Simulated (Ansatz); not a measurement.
An ordered 4-atom cell of LiTlS2 on the zincblende lattice (P-4m2) was relaxed with 5 functionals in Ansatz 0.2.0, cell and atoms free, the symmetry of the start kept (meshes: PBE 6×6×4, r2SCAN 6×6×4, PBEsol 6×6×4, LDA 6×6×4, HSE06 4×4×4). The structure was generated, not taken from experiment, and needn't be the ground state; spin polarisation is off.

The r2SCAN result:
```cif
data_structure
_symmetry_space_group_name_H-M 'P-4m2'
_symmetry_Int_Tables_number 115
_cell_length_a 4.0668
_cell_length_b 4.0668
_cell_length_c 5.7188
_cell_angle_alpha 90.000
_cell_angle_beta 90.000
_cell_angle_gamma 90.000
_cell_volume 94.58
loop_
_atom_site_label
_atom_site_type_symbol
_atom_site_symmetry_multiplicity
_atom_site_Wyckoff_symbol
_atom_site_fract_x
_atom_site_fract_y
_atom_site_fract_z
_atom_site_occupancy
Li1 Li 1 a 0.00000 0.00000 0.00000 1
S1 S 2 g 0.00000 0.50000 0.23090 1
Tl1 Tl 1 c 0.50000 0.50000 0.50000 1
```

It is tetragonal, P-4m2 (No. 115); conventional cell a = 4.067 Å, c = 5.719 Å, 23.65 Å³ an atom. Around Li lie 4 S at 2.42 Å; around S lie 2 Li at 2.42 Å and 2 Tl at 2.55 Å; around Tl lie 4 S at 2.55 Å.

Task: How does the cell change with PBEsol?

Result: a = 4.046 Å, c = 5.660 Å; the volume differs by -2.0 % from r2SCAN's. Li is surrounded by 4 S at 2.40 Å; S is surrounded by 2 Li at 2.40 Å and 2 Tl at 2.54 Å; Tl is surrounded by 4 S at 2.54 Å.

Task: How does the cell change with HSE06?

Result: a = 4.060 Å, c = 5.711 Å; the volume differs by -0.5 % from r2SCAN's. Li is surrounded by 4 S at 2.43 Å; S is surrounded by 2 Li at 2.43 Å and 2 Tl at 2.54 Å; Tl is surrounded by 4 S at 2.54 Å.

Task: Held at the r2SCAN cell, what mean stress do LDA and PBE find, and does its sign point to their own minimum?

Result: Yes. LDA -2.42 GPa, and its relaxed volume is -6.1 % from r2SCAN's; PBE +1.37 GPa, and its relaxed volume is +2.7 % from r2SCAN's. Compression counts positive, so a positive stress asks for a larger cell.
